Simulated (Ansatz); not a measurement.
LaSe₂ in space group P2_1/c (No. 14; La on 4e, Se on 4e, Se on 4e) at seven volumes, the program Ansatz at the LDA level (PAW), shape and atoms relaxed at each. One row is withheld.

| V (Å³/atom) | P (GPa) |
|---|---|
| 22.238 | 8.58 |
| 22.972 | 5.25 |
| 23.705 | 2.43 |
| 24.438 | -0.01 |
| 25.171 | -2.06 |
| 25.904 | -3.82 |
| 26.637 | ? |

### Question
Fit the shown pressures and predict the withheld one.

### Answer
P = (3/2)B₀(x^(7/2) − x^(5/2))[1 + (3/4)(B′ − 4)(x − 1)] with x = (V₀/V)^(2/3). Least squares on the six rows gives V₀ = 24.439 Å³/atom, B₀ = 74.3 GPa, B′ = 4.26. At V = 26.637, x = 0.9442 and P = -5.33 GPa. The run itself gave -5.31 GPa.

The first step of the workflow began from a Materials Project structure, measured or hypothetical; the Crystallography Open Database copy checked does not list it. Its standing as an ambient phase is unchecked. The cell was relaxed with LDA under the symmetry of its start; its stability against distortions is not shown here. Scalar-relativistic: spin–orbit coupling is off unless named, which matters more the heavier the elements.

Potentials: the later of the program's two PAW sets.
